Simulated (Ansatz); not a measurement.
Sc:
```
Sc
1.0
    3.26838     0.00000     0.00000
   -1.63419     2.83050     0.00000
    0.00000     0.00000     5.07096
Sc
2
Direct
  0.33333   0.66667   0.75000
  0.66667   0.33333   0.25000
```

Relaxed with PBE+D3(BJ). Special points in fractions of this cell's reciprocal vectors: Γ (0.000, 0.000, 0.000); M (0.500, 0.000, 0.000); K (0.333, 0.333, 0.000); A (0.000, 0.000, 0.500); L (0.500, 0.000, 0.500); H (0.333, 0.333, 0.500).

Question: List the band energies nearest the Fermi level at these points for PBE+D3(BJ) in the plane-wave PAW code Ansatz.

Answer: In eV from the Fermi level; about four levels below and three above (degenerate sets whole), none deeper than 8.9 eV; points with the same levels are listed once.

```tsv
k	below	above
Γ	-5.21 -1.69	0.75 1.65 1.65
M	-1.64 -1.12 -0.73 -0.33	1.37 1.38 1.98
K	-0.72 -0.72 -0.64 -0.56	1.07 1.07 2.24
A	-3.60 -3.60	1.02 1.02 1.55 1.55 1.55 1.55
L	-1.54 -1.54	0.08 0.08 1.37 1.37
H	-0.44 -0.44 -0.14 -0.14	0.30 0.30 2.51 2.51
```

Space group P6_3/mmc (hcp (Mg type)). The cell was relaxed with PBE+D3(BJ) under the symmetry of its start. The run is not spin-polarised. The pairwise dispersion correction was not fitted to metals.

Potentials: the later of the program's two PAW sets.
